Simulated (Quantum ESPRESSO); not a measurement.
# Where does Ti sit best among Zr sites?

Calculated results; nothing here was measured. They come from pw.x of Quantum ESPRESSO 7.5, a plane-wave density functional program, with PseudoDojo standard norm-conserving files (v0.5 for PBE, v0.4.1 for LDA and PBEsol). The cells are made up: elements, strain and atom displacements were drawn at random, and nothing was relaxed. There is no spin polarisation, spin-orbit coupling or dispersion term.

The cell has 8 sites of a rocksalt lattice. Sites 1 to 4 hold X X X X; sites 5 to 8 hold C C C empty. Cell vectors in Å: (4.690, -0.053, -0.016); (-0.053, 4.650, -0.028); (-0.016, -0.028, 4.572). Settings: PBE, cutoff 1143 eV, 7 x 7 x 7 k mesh shifted by half a step, Fermi-Dirac smearing of 0.1 eV.

In each run one of the sites marked X holds Ti and the others hold Zr; cell and positions stay the same. E is the free energy of the cell.

```
site of the guest  first shell  mean distance (Å)  E above the lowest (eV)  P (GPa)  force on the guest (eV/Å)
                1           C4              2.317                    0.187     4.52                      1.270
                2           C4              2.337                    0.355     5.19                      0.663
                3           C6              2.330                    0.000     1.12                      2.785
                4           C4              2.313                    0.282     4.78                      1.046
```

A rerun of one of these cells at 1467 eV and k mesh 9 x 9 x 9 moved values by no more than 0.003 eV in the cell's energy, 0.07 GPa in stress and 0.009 eV/Å in force.

## Reading the table

Site 3 is lowest, by 0.187 eV, over three times the rerun's bound. The first shells differ, so neighbours and distances change together and cannot be told apart here. The positions are random and not relaxed, so the differences hold for this frozen cell and are not site preferences of a real crystal.